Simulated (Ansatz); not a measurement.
Here is the system:

As:
```xyz
2
Lattice="1.8912 1.0919 3.3666 -1.8912 1.0919 3.3666 0.0000 -2.1838 3.3666" Properties=species:S:1:pos:R:3 pbc="T T T"
As     0.0000     0.0000     2.3250
As     0.0000     0.0000     7.7749
```

This is the PBEsol-relaxed structure.

All from PBEsol (plane waves, PAW; program Ansatz), unless another level is named. Give the electronic character.

metallic (no gap).

And the density of states at the Fermi level?

0.06 states/eV per atom (mean over ±0.08 eV).

Space group R-3m (A7 (α-As type)). The cell was relaxed with PBEsol under the symmetry of its start. Spin–orbit coupling is left out wherever it is not named.

Potentials: the earlier of the program's two PAW sets. The files were generated under PBE; for other functionals the program regenerates the frozen cores, and for LDA and PBEsol the local potential too.
